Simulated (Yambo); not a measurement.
LiF (rock salt, space group Fm-3m, No. 225), G0W0@PBEsol in Yambo with this input:

```
rim_cut
gw0
dyson
el_el_corr
HF_and_locXC
ppa
em1d
RandQpts= 1000000
RandGvec= 1 Ry
EXXRLvcs= 84 Ry
VXCRLvcs= 336 Ry
Chimod= "HARTREE"
% BndsRnXp
 2 | 65 |
%
NGsBlkXp= 14 Ry
% LongDrXp
 1.0 | 1.0 | 1.0 |
%
PPAPntXp= 27.2114 eV
% GbndRnge
 1 | 65 |
%
GTermKind= "BG"
DysSolver= "n"
ExtendOut
```

On a 8×8×8 mesh, with wavefunctions cut at 84 Ry, the gap (Γ → Γ) is 13.928 eV and the valence edge shifts by -3.015 eV.

Task: What happens with this change: 23 bands in G?

Result: The gap rises by 0.085 eV, to 14.013 eV; the shift of the valence edge becomes -3.115 eV. Neither run is shown to be the converged limit.

Geometry relaxed with PBEsol; primitive cell a = 2.8294 Å, b = 2.8294 Å, c = 2.8294 Å, α = 60.00°, β = 60.00°, γ = 60.00°.

A shift is the quasiparticle energy of the state minus its PBEsol energy.
